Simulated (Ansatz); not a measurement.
Structure: an ordered 6-atom cell of GaB2As3 on the zincblende lattice (P3m1), at its r2SCAN minimum. The symmetry is P3m1 (No. 156, trigonal); a = 3.583 Å, c = 8.926 Å in the conventional setting, 16.54 Å³ an atom. B has 4 As at 2.07–2.17 Å; Ga has 4 As at 2.31–2.43 Å; As has 4 B at 2.07–2.17 Å; As has 3 B at 2.17 Å and 1 Ga at 2.43 Å; As has 1 B at 2.07 Å and 3 Ga at 2.31 Å.

The questions ask for values computed with Ansatz 0.2.0 on this geometry. Simulation only: non-magnetic, and no claim that this is the phase found in nature.

(1) Is there a gap with r2SCAN, and of what kind?

(2) Estimate the gap with PBE+SOC on 12×12×4.

(3) Estimate the gap with HSE06 on 6×6×2.

(4) What does PBE0 give for the gap (6×6×2 mesh)?

(5) Roughly how does the cost of the PBE0 run (6×6×2) compare with r2SCAN's (12×12×4)?

(6) What do these levels agree on?

Results:

(1) r2SCAN gives an indirect gap of 0.43 eV, from Γ to k = (0, 0.354, 0.315); the least direct gap is 0.80 eV at Γ.

(2) The PBE+SOC gap is indirect, 0.08 eV (Γ to k = (0, 0.354, 0.315)), below the direct gap of 0.43 eV at Γ. The gap differs by -0.35 eV from r2SCAN's.

(3) With HSE06 the valence top lies at Γ and the conduction bottom at k = (0, 0.354, 0.315), 0.81 eV higher; the smallest vertical gap, at Γ, is 1.29 eV. The gap differs by +0.38 eV from r2SCAN's.

(4) With PBE0 the valence top lies at Γ and the conduction bottom at k = (0, 0.354, 0.315), 1.46 eV higher; the smallest vertical gap, at Γ, is 1.95 eV. The gap differs by +1.03 eV from r2SCAN's.

(5) About 4 times as much (5 core-minutes against 70 core-seconds, on 4 threads of Arm Neoverse V1, with other jobs on the host).

(6) Among these functionals the gap stays indirect.

Only the levels marked +SOC include spin-orbit coupling.

Where an edge lies off the special points, it is a point of the mesh or the k point where a search put PBE's edge or least direct gap, reused for the other functionals, whose own edges may lie a little apart.

Gaps or overlaps of about a tenth of an eV are at the limit of these meshes: between the points read a gap can be smaller or closed.

Coordinates of k points refer to the reciprocal vectors of the primitive cell of the runs.

The meshes of the hybrids are coarse, so their gaps aren't converged to the digits shown.

PBE's own run along the path (0.24 eV) came before the search for the edges and missed one, so it isn't listed.
